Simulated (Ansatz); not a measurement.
CsPbCl$_{3}$ (cubic perovskite)

```
CsPbCl3
1.0
    5.73565     0.00000     0.00000
    0.00000     5.73565     0.00000
    0.00000     0.00000     5.73565
Cs Pb Cl
1 1 3
Direct
  0.00000   0.00000   0.00000
  0.50000   0.50000   0.50000
  0.00000   0.50000   0.50000
  0.50000   0.50000   0.00000
  0.50000   0.00000   0.50000
```

E(V) scan at fixed shape, V₀ the volume above. Symmetry pins the atoms to their sites.

Method: PBE (plane waves to 420 eV, PAW, scalar-relativistic; Ansatz, a program for electronic structure). k mesh 6×6×6 (Γ-centred), Fermi-Dirac smearing 0.05 eV. Stress and pressure are positive under compression. CsPbCl3 was relaxed with its symmetry unable to fall. Spin-orbit coupling is left out, though Pb is heavy. The PAW data are Ansatz's earlier set. This is a high-temperature form of CsPbCl3.

At one point of the scan the stress tensor (GPa) is:

```
  -0.60     0.00     0.00
   0.00    -0.60     0.00
   0.00     0.00    -0.60
```

Task: Which point is it?
A) V/V₀ = 1.060
B) V/V₀ = 1.050
C) V/V₀ = 1.030
D) V/V₀ = 1.040

Result: C, V/V₀ = 1.030

(A scan under strain: stresses follow from slopes of the energy per volume, elastic moduli from its curvatures.)
